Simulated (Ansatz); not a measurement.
# Phonon dispersion of SiGe3O8

Computed with Ansatz 0.2.0, DFT PBE, scalar-relativistic, plane waves, PAW. Settings: 420 eV plane-wave cutoff, Γ-centred 6×6×6 mesh, fixed occupations. No spin polarisation. Phonons by linear response, acoustic sum rule imposed.

The cell, relaxed at this level:
```
Si Ge O
1.0
     4.41410   -2.85320   -0.00024
     4.41410    2.85320   -0.00024
    -0.01606    0.00000    4.42954
Si Ge O
1 3 8
Cartesian
  0.0000 0.0000 0.0000
  4.4141 0.0000 -0.0002
  2.1990 -1.4266 2.2146
  2.1990 1.4266 2.2146
  7.4734 0.0000 3.1307
  3.0873 0.0000 3.0353
  5.7249 0.0000 1.3937
  1.3387 0.0000 1.2983
  5.2349 1.4995 3.5975
  5.2349 -1.4995 3.5975
  3.5772 -1.4995 0.8315
  3.5772 1.4995 0.8315
```

It was reached by relaxing an invented guess, and it needn't be the stable form of this composition. The q mesh is coarse, so values between its points are rough.

Force constants from linear response on a 2×2×2 q mesh.

Task: Is the structure dynamically stable on this mesh?

Result: Yes, on this mesh: no mode is imaginary.

Task: Give the frequencies (cm⁻¹; i marks imaginary ones) at the irreducible q points, in fractions of the reciprocal vectors, the Γ row without the LO field.

Result:
| q | star | frequencies |
| --- | --- | --- |
| 0.000 0.000 0.000 | 1 | 0 0 0 170 170 186 215 228 228 272 314 317 325 335 347 379 422 460 461 462 484 487 493 524 576 617 618 639 658 666 672 685 694 754 763 816 |
| 0.000 0.000 -0.500 | 1 | 154 173 175 190 195 223 223 242 262 289 310 313 323 328 338 400 422 431 445 463 479 525 546 563 563 582 582 620 633 645 662 677 782 783 812 825 |
| 0.000 -0.500 0.000 | 2 | 136 152 152 169 230 249 255 270 278 291 296 301 333 335 349 361 394 411 431 432 519 529 561 561 583 591 598 607 672 672 709 726 750 793 796 798 |
| 0.000 -0.500 -0.500 | 2 | 152 167 184 191 230 240 252 277 293 297 307 325 338 339 353 364 385 388 418 429 508 512 550 566 568 597 602 608 649 667 675 684 778 788 796 802 |
| -0.500 -0.500 0.000 | 1 | 157 175 193 197 200 204 225 243 256 307 312 326 338 357 366 401 402 435 440 450 478 531 544 568 581 591 612 633 645 670 675 716 751 755 812 825 |
| -0.500 -0.500 -0.500 | 1 | 131 139 164 171 188 207 224 237 299 313 320 321 335 338 347 362 403 415 463 483 489 496 497 530 572 600 619 659 665 681 686 691 753 763 789 802 |
